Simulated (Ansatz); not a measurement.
CsO: eigenvalues along the path

```
CELL_PARAMETERS angstrom
-2.16685 3.21868 3.77883
2.16685 -3.21868 3.77883
2.16685 3.21868 -3.77883
ATOMIC_POSITIONS crystal
Cs 0.25356 0.25356 0.00000
Cs 0.74644 0.74644 0.00000
O 0.61720 0.00000 0.61720
O 0.38280 0.00000 0.38280
```

Atom numbers follow the list: Cs1, Cs2, O3, O4.

Structure from Materials Project entry mp-7896 (possibly hypothetical), not relaxed further.

No spin–orbit coupling, which matters for the heavy atoms here.

Theory: Ansatz 0.2.0, DFT, LDA, all-electron LAPW, scalar-relativistic.

Settings: a Γ-centred 7×7×7 k mesh, Fermi–Dirac smearing of 0.01 eV, basis error target 1 meV/atom, no spin polarisation.

Path points, in fractions of the reciprocal vectors: Γ (0.000, 0.000, 0.000), X (0.500, 0.500, -0.500), F2 (0.332, 0.668, -0.332), Σ0 (-0.332, 0.332, 0.332), Y0 (0.431, -0.431, 0.431), U0 (0.569, 0.431, -0.431). Levels in eV from the valence-band top; bands 31 to 52, counted from the lowest band of the run. The gap is 1.52 eV, indirect from Γ to the line Γ–Y0 (0.431, -0.431, 0.431).

```
# k(1/Å) point b31 b32 b33 b34 b35 b36 b37 b38 b39 b40 b41 b42 b43 b44 b45 b46 b47 b48 b49 b50 b51 b52
0.000 Γ -22.14 -21.52 -19.89 -14.11 -9.34 -9.12 -8.46 -8.26 -8.14 -7.83 -5.34 -3.86 -3.81 -0.71 0.00 1.63 2.05 2.82 4.06 5.10 5.34 6.07
0.104 - -22.13 -21.53 -19.90 -14.12 -9.33 -9.08 -8.49 -8.23 -8.19 -7.83 -5.33 -3.84 -3.82 -0.70 -0.03 1.69 2.12 2.91 4.03 5.08 5.33 6.04
0.208 - -22.10 -21.56 -19.91 -14.13 -9.31 -8.96 -8.55 -8.33 -8.18 -7.81 -5.31 -3.86 -3.79 -0.67 -0.12 1.87 2.32 3.05 4.06 5.04 5.28 5.98
0.312 - -22.05 -21.59 -19.93 -14.16 -9.27 -8.81 -8.63 -8.50 -8.12 -7.78 -5.27 -3.90 -3.72 -0.63 -0.24 2.12 2.60 2.99 4.46 4.97 5.23 5.93
0.416 - -21.99 -21.64 -19.97 -14.18 -9.23 -8.87 -8.72 -8.43 -8.06 -7.75 -5.24 -3.95 -3.65 -0.58 -0.36 2.35 2.82 2.91 4.90 5.09 5.22 5.93
0.520 - -21.93 -21.68 -20.00 -14.21 -9.19 -9.06 -8.79 -8.19 -7.99 -7.71 -5.21 -3.98 -3.60 -0.53 -0.47 2.30 2.93 3.19 4.82 5.03 5.32 6.02
0.624 - -21.87 -21.72 -20.04 -14.23 -9.24 -9.16 -8.86 -7.95 -7.94 -7.68 -5.19 -4.00 -3.55 -0.55 -0.48 2.10 3.21 3.37 4.41 4.75 5.60 6.19
0.727 - -21.82 -21.75 -20.06 -14.25 -9.35 -9.14 -8.90 -7.90 -7.78 -7.66 -5.18 -4.00 -3.53 -0.60 -0.45 1.96 3.44 3.46 3.98 4.70 6.04 6.39
0.831 X -21.79 -21.77 -20.07 -14.26 -9.39 -9.13 -8.91 -7.89 -7.72 -7.65 -5.18 -4.01 -3.52 -0.62 -0.44 1.91 3.48 3.54 3.82 4.68 6.41 6.49
0.892 - -21.79 -21.77 -20.07 -14.25 -9.40 -9.13 -8.90 -7.91 -7.72 -7.66 -5.18 -3.99 -3.52 -0.62 -0.44 1.93 3.48 3.55 3.83 4.69 6.36 6.40
0.953 - -21.78 -21.77 -20.08 -14.25 -9.43 -9.12 -8.88 -7.98 -7.71 -7.68 -5.18 -3.95 -3.53 -0.63 -0.46 2.01 3.48 3.60 3.86 4.70 6.10 6.34
1.014 - -21.77 -21.76 -20.09 -14.24 -9.47 -9.10 -8.85 -8.08 -7.72 -7.70 -5.19 -3.88 -3.53 -0.64 -0.47 2.12 3.48 3.68 3.90 4.72 5.85 6.24
1.075 - -21.76 -21.75 -20.10 -14.23 -9.51 -9.08 -8.82 -8.20 -7.77 -7.70 -5.19 -3.80 -3.53 -0.64 -0.49 2.25 3.48 3.80 3.96 4.76 5.65 6.10
1.135 - -21.75 -21.75 -20.12 -14.22 -9.55 -9.04 -8.81 -8.33 -7.83 -7.70 -5.20 -3.72 -3.52 -0.65 -0.52 2.38 3.48 3.95 4.03 4.81 5.54 5.93
1.196 - -21.74 -21.73 -20.13 -14.21 -9.58 -9.01 -8.79 -8.46 -7.91 -7.69 -5.21 -3.64 -3.50 -0.65 -0.55 2.47 3.47 4.11 4.14 4.89 5.53 5.72
1.257 - -21.74 -21.71 -20.15 -14.20 -9.60 -8.96 -8.79 -8.60 -8.00 -7.70 -5.22 -3.57 -3.48 -0.64 -0.58 2.51 3.46 4.18 4.35 4.99 5.51 5.63
1.318 F2 -21.74 -21.69 -20.16 -14.18 -9.61 -8.91 -8.79 -8.72 -8.09 -7.70 -5.24 -3.51 -3.46 -0.63 -0.60 2.51 3.44 4.24 4.58 5.11 5.30 5.79
1.438 - -21.74 -21.68 -20.16 -14.17 -9.55 -8.90 -8.85 -8.72 -8.20 -7.80 -5.23 -3.47 -3.44 -0.68 -0.55 2.51 3.41 4.41 4.81 5.06 5.29 6.03
1.558 - -21.73 -21.68 -20.16 -14.15 -9.40 -9.02 -8.78 -8.67 -8.31 -8.05 -5.21 -3.46 -3.40 -0.74 -0.47 2.55 3.36 4.79 4.92 5.02 5.35 6.28
1.677 - -21.72 -21.70 -20.15 -14.14 -9.15 -9.10 -8.72 -8.63 -8.41 -8.39 -5.18 -3.45 -3.36 -0.77 -0.41 2.62 3.31 4.86 5.09 5.34 5.42 6.46
1.797 - -21.71 -21.71 -20.15 -14.14 -9.14 -8.92 -8.68 -8.65 -8.61 -8.47 -5.17 -3.46 -3.34 -0.79 -0.38 2.67 3.29 4.84 5.13 5.33 5.92 6.34
1.917 - -21.72 -21.70 -20.15 -14.14 -9.15 -9.10 -8.72 -8.63 -8.41 -8.39 -5.18 -3.45 -3.36 -0.77 -0.41 2.62 3.31 4.86 5.09 5.34 5.42 6.46
2.037 - -21.73 -21.68 -20.16 -14.15 -9.40 -9.02 -8.78 -8.67 -8.31 -8.05 -5.21 -3.46 -3.40 -0.74 -0.47 2.55 3.36 4.79 4.92 5.02 5.35 6.28
2.156 - -21.74 -21.68 -20.16 -14.17 -9.55 -8.90 -8.85 -8.72 -8.20 -7.80 -5.23 -3.47 -3.44 -0.68 -0.55 2.51 3.41 4.41 4.81 5.06 5.29 6.03
2.276 Σ0 -21.74 -21.69 -20.16 -14.18 -9.61 -8.91 -8.79 -8.72 -8.09 -7.70 -5.24 -3.51 -3.46 -0.63 -0.60 2.51 3.44 4.24 4.58 5.11 5.30 5.79
2.397 - -21.76 -21.65 -20.17 -14.16 -9.59 -8.91 -8.79 -8.78 -8.30 -7.72 -5.26 -3.44 -3.43 -0.66 -0.58 2.48 3.38 4.28 4.94 5.06 5.43 6.06
2.517 - -21.80 -21.61 -20.15 -14.14 -9.55 -9.02 -8.75 -8.62 -8.52 -7.77 -5.29 -3.47 -3.39 -0.70 -0.50 2.50 3.25 4.20 4.68 5.43 5.85 5.94
2.638 - -21.87 -21.58 -20.11 -14.12 -9.49 -9.04 -8.74 -8.66 -8.45 -7.83 -5.31 -3.54 -3.39 -0.73 -0.39 2.58 3.07 3.97 4.55 5.50 5.56 6.14
2.758 - -21.95 -21.56 -20.05 -14.11 -9.43 -8.97 -8.94 -8.53 -8.27 -7.90 -5.33 -3.65 -3.44 -0.75 -0.28 2.61 2.83 3.67 4.55 5.20 5.22 5.86
2.878 - -22.03 -21.54 -19.99 -14.11 -9.34 -9.11 -8.83 -8.40 -8.10 -7.98 -5.35 -3.76 -3.53 -0.75 -0.17 2.43 2.56 3.35 4.65 4.75 5.19 5.65
2.999 - -22.09 -21.53 -19.94 -14.11 -9.24 -9.23 -8.67 -8.31 -8.05 -7.96 -5.35 -3.83 -3.65 -0.74 -0.08 2.08 2.30 3.07 4.37 4.82 5.48 5.50
3.119 - -22.13 -21.53 -19.90 -14.11 -9.31 -9.16 -8.52 -8.26 -8.11 -7.87 -5.35 -3.85 -3.76 -0.72 -0.02 1.76 2.12 2.89 4.14 5.00 5.40 5.88
3.240 Γ -22.14 -21.52 -19.89 -14.11 -9.34 -9.12 -8.46 -8.26 -8.14 -7.83 -5.34 -3.86 -3.81 -0.71 0.00 1.63 2.05 2.82 4.06 5.10 5.34 6.07
3.345 - -22.13 -21.53 -19.90 -14.11 -9.30 -9.12 -8.44 -8.28 -8.13 -7.91 -5.33 -3.85 -3.80 -0.70 -0.03 1.56 2.26 2.89 4.10 5.15 5.16 6.09
3.450 - -22.11 -21.55 -19.91 -14.11 -9.19 -9.10 -8.40 -8.34 -8.10 -8.09 -5.29 -3.82 -3.78 -0.66 -0.11 1.52 2.68 3.10 4.19 4.76 5.33 6.15
3.555 - -22.06 -21.59 -19.94 -14.12 -9.09 -9.01 -8.43 -8.36 -8.33 -8.04 -5.25 -3.78 -3.76 -0.60 -0.22 1.60 3.03 3.52 4.34 4.41 5.63 6.15
3.661 - -22.00 -21.63 -19.97 -14.13 -9.10 -8.77 -8.62 -8.53 -8.25 -7.97 -5.23 -3.75 -3.73 -0.55 -0.35 1.77 3.04 4.14 4.40 4.52 5.91 6.04
3.766 - -21.94 -21.68 -20.00 -14.16 -9.14 -8.82 -8.64 -8.50 -8.15 -7.90 -5.22 -3.76 -3.67 -0.51 -0.47 1.96 2.84 4.54 4.65 4.98 5.75 5.87
3.871 - -21.88 -21.72 -20.02 -14.18 -9.23 -8.95 -8.75 -8.22 -8.06 -7.83 -5.21 -3.81 -3.62 -0.56 -0.48 2.08 2.74 4.48 4.61 5.61 5.65 5.68
3.976 - -21.83 -21.75 -20.05 -14.22 -9.32 -9.04 -8.83 -7.98 -7.96 -7.77 -5.20 -3.88 -3.57 -0.61 -0.46 2.03 2.90 4.06 4.41 5.14 5.90 5.99
4.082 Y0 -21.79 -21.78 -20.06 -14.24 -9.37 -9.10 -8.88 -7.92 -7.77 -7.72 -5.18 -3.96 -3.54 -0.62 -0.45 1.95 3.19 3.71 4.12 4.83 6.25 6.31
4.218 - -21.83 -21.76 -20.04 -14.22 -9.29 -9.05 -8.83 -7.98 -7.94 -7.82 -5.19 -3.90 -3.57 -0.60 -0.46 2.07 3.00 3.91 4.44 5.09 5.69 6.24
4.355 - -21.86 -21.75 -20.01 -14.18 -9.13 -8.97 -8.73 -8.17 -8.08 -8.02 -5.20 -3.85 -3.61 -0.54 -0.49 2.25 2.98 4.04 4.80 5.29 5.45 6.09
4.491 - -21.88 -21.75 -19.98 -14.15 -8.93 -8.82 -8.60 -8.42 -8.27 -8.21 -5.21 -3.82 -3.64 -0.52 -0.48 2.34 3.23 4.02 4.86 5.29 5.85 6.01
4.628 - -21.89 -21.75 -19.97 -14.14 -8.76 -8.72 -8.53 -8.52 -8.50 -8.29 -5.22 -3.81 -3.65 -0.53 -0.45 2.34 3.64 3.71 4.81 5.36 6.06 6.12
4.764 - -21.88 -21.75 -19.98 -14.15 -8.93 -8.82 -8.60 -8.42 -8.27 -8.21 -5.21 -3.82 -3.64 -0.52 -0.48 2.34 3.23 4.02 4.86 5.29 5.85 6.01
4.901 - -21.86 -21.75 -20.01 -14.18 -9.13 -8.97 -8.73 -8.17 -8.08 -8.02 -5.20 -3.85 -3.61 -0.54 -0.49 2.25 2.98 4.04 4.80 5.29 5.45 6.09
5.037 - -21.83 -21.76 -20.04 -14.22 -9.29 -9.05 -8.83 -7.98 -7.94 -7.82 -5.19 -3.90 -3.57 -0.60 -0.46 2.07 3.00 3.91 4.44 5.09 5.69 6.24
5.174 U0 -21.79 -21.78 -20.06 -14.24 -9.37 -9.10 -8.88 -7.92 -7.77 -7.72 -5.18 -3.96 -3.54 -0.62 -0.45 1.95 3.19 3.71 4.12 4.83 6.25 6.31
5.190 - -21.79 -21.78 -20.06 -14.24 -9.37 -9.10 -8.89 -7.91 -7.76 -7.71 -5.18 -3.97 -3.54 -0.62 -0.44 1.94 3.23 3.67 4.07 4.79 6.28 6.39
5.207 - -21.78 -21.78 -20.06 -14.25 -9.38 -9.11 -8.90 -7.91 -7.74 -7.70 -5.18 -3.98 -3.53 -0.62 -0.44 1.93 3.28 3.64 4.02 4.77 6.31 6.46
5.224 - -21.78 -21.78 -20.07 -14.25 -9.38 -9.12 -8.90 -7.90 -7.74 -7.69 -5.18 -3.99 -3.53 -0.62 -0.44 1.92 3.33 3.61 3.97 4.74 6.34 6.49
5.241 - -21.79 -21.78 -20.07 -14.25 -9.38 -9.12 -8.90 -7.90 -7.73 -7.68 -5.18 -3.99 -3.53 -0.62 -0.44 1.92 3.37 3.58 3.93 4.72 6.37 6.49
5.257 - -21.79 -21.77 -20.07 -14.25 -9.38 -9.12 -8.91 -7.89 -7.73 -7.67 -5.18 -4.00 -3.53 -0.62 -0.44 1.91 3.41 3.56 3.88 4.71 6.39 6.49
5.274 - -21.79 -21.77 -20.07 -14.25 -9.39 -9.13 -8.91 -7.89 -7.72 -7.66 -5.18 -4.00 -3.52 -0.62 -0.44 1.91 3.44 3.55 3.85 4.69 6.40 6.49
5.291 - -21.79 -21.77 -20.07 -14.25 -9.39 -9.13 -8.91 -7.89 -7.72 -7.66 -5.18 -4.01 -3.52 -0.62 -0.44 1.91 3.47 3.54 3.83 4.69 6.41 6.49
5.308 X -21.79 -21.77 -20.07 -14.26 -9.39 -9.13 -8.91 -7.89 -7.72 -7.65 -5.18 -4.01 -3.52 -0.62 -0.44 1.91 3.48 3.54 3.82 4.68 6.41 6.49
```
